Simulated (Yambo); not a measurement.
Yambo run on NaBaIrH$_{6}$ (space group F-43m, No. 216). The wavefunctions are LDA (Quantum ESPRESSO, PseudoDojo norm-conserving, 88 Ry, without SOC) ones on a 2×2×2 mesh (21 occupied bands); a = 5.547 Å, b = 5.547 Å, c = 5.547 Å, α = 60.00°, β = 60.00°, γ = 60.00°.

Yambo input:

```
rim_cut
gw0
dyson
el_el_corr
HF_and_locXC
ppa
em1d
RandQpts= 1000000
RandGvec= 1 Ry
EXXRLvcs= 88 Ry
VXCRLvcs= 352 Ry
Chimod= "HARTREE"
% BndsRnXp
 6 | 173 |
%
NGsBlkXp= 2 Ry
% LongDrXp
 1.0 | 1.0 | 1.0 |
%
PPAPntXp= 27.2114 eV
% GbndRnge
 1 | 173 |
%
GTermKind= "BG"
DysSolver= "n"
ExtendOut
% QPkrange
 1 | 1 | 21 | 21 |
 3 | 3 | 21 | 22 |
%
```

k points by index: 1 = Γ, 3 = X.

Table of the .qp output:

```
#    K-point    Band    Eo [eV]    E [eV]    E-Eo [eV]    Vxc [eV]    Vnlxc [eV]    Sc|Eo [eV]    Sc|E [eV]    dSc/dw|Eo [eV]    Re(Z)    Im(Z)
#
    1    21    0.000000    -0.318601    -0.318601    -18.17450    -22.06245    3.485670    3.569356    -7.144138    0.792050    -0.001551
    3    21    -0.032227    -0.360696    -0.328469    -17.94187    -21.82209    3.465670    3.551751    -7.127894    0.792424    -0.001546
    3    22    2.995716    3.925805    0.930089    -11.45381    -7.237442    -3.100720    -3.286280    -5.428213    0.833691    -0.001217
```
(The two width columns are left out.) Convergence of these settings isn't established.

Geometry of the Materials Project entry, not relaxed at this level.

The structure is a Materials Project entry; no match was found in the copy of COD used, and its stability was not checked.
